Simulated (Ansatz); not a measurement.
The elements of this relaxed crystal are hidden behind letters.

```
lattice vectors (Å)
   1.3112    0.7570    9.9010
  -1.3112    0.7570    9.9010
   0.0000   -1.5140    9.9010
fractional positions
X 0.4013 0.4013 0.4013
X 0.7998 0.7998 0.7998
X 0.2002 0.2002 0.2002
X 0.5987 0.5987 0.5987
Z 0.0000 0.0000 0.0000
```

Computed with DFT PBE, scalar-relativistic, plane waves, PAW (Ansatz). The final run on the 5-atom cell used 420 eV, a Γ-centred 18×18×18 mesh, 0.10 eV smearing and collinear spin.

* Space group: R-3m (No. 166)
* Conventional cell: a = 2.622 Å, c = 29.703 Å
* Volume per atom: 11.79 Å³
* Density: 8.68 g/cm³
* Energy over the elements: +0.14 eV/atom
* Gap on the 18×18×18 mesh of the 5-atom cell: 0 eV (a metal)
* Net moment per atom: 1.21 μB

Energies are uncorrected and count from the elements' standard states at the same level.

Problem. X is a d-block element of period 4 and Z is a p-block element of period 4. Which elements are they?

Solution. X = Co, Z = Ge, so the formula is Co4Ge. Density times volume gives a mean mass of 8.68 × 11.79/1.6605 = 61.6 u per atom, and this set has 61.7 u. Co on its first site is surrounded by 3 Co at 2.46 Å, 3 Ge at 2.52 Å and 6 Co at 2.62 Å; Co on its second site is surrounded by 12 Co at 2.46–2.62 Å; Ge is surrounded by 6 Co at 2.52 Å and 6 Ge at 2.62 Å. Other sets within the hints have nearly the same mass, so mass alone doesn't settle it; this one was computed.

The magnetic state reached may not be the lowest. A structure relaxed within its symmetry needn't be a true minimum.
